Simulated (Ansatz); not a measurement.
The end of the path is a generated cell of AlIr: the first start was made by a random draw of sites in a space group, and the end was not matched to a known phase here, so it may be hypothetical.

A geometry of AlIr away from equilibrium: step 14 of the relaxation of a randomly generated symmetric cell of AlIr (space group No. 38). The numbers are results of PBEsol (plane waves to 420 eV, PAW, scalar-relativistic; Ansatz, a program for electronic structure), not measurements. Γ-centred k-mesh 6×15×15 on the run's cell (coarser than for final values), Fermi–Dirac smearing 0.05 eV.

```
CELL_PARAMETERS angstrom
      4.09904     0.00000     0.00000
      0.00000     2.34957     1.44336
      0.00000    -2.34957     1.44336
ATOMIC_POSITIONS crystal
  Al 0.00000 0.27048 0.27048
  Ir 0.50000 0.77049 0.77049
```

### Question
Which atoms carry the largest force, and which way does it point?

### Answer
No atom: all forces are below 0.005 eV/Å; only the cell is out of equilibrium.

### Question
What is the pressure?

### Answer
+3.9 GPa, compression positive.

### Question
How far above the relaxed end point is this geometry?

### Answer
0.01 eV/atom; the path ends in Cmmm (No. 65).

No spin polarisation in the result.

The run could not lose the symmetry of its start, so the end can be a saddle point.
